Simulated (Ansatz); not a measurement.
P:
```
CELL_PARAMETERS angstrom
      2.43322     0.00000     0.00000
      0.00000     2.43322     0.00000
      0.00000     0.00000     2.43322
ATOMIC_POSITIONS crystal
  P  0.00000 0.00000 0.00000
```

This is the r²SCAN-relaxed structure.

All from the program Ansatz at the r²SCAN level (PAW), unless another level is named. Estimate the zero-point energy.

44.6 meV/atom.

Predict the Debye temperature from the elastic constants.

707 K.

Space group Pm-3m (simple cubic). This is a known high-pressure phase of the composition, computed here at zero pressure and temperature. The r²SCAN relaxation kept the symmetry of its start; phonons on a q-mesh show no instability. As this level gives no gap, shear constants depend on the k-mesh and smearing (Fermi–Dirac, 0.1 eV here). On the denser mesh and wider smearing of the elastic run this cell carries a stress of 0.4 GPa.

Potentials: the later of the program's two PAW sets.
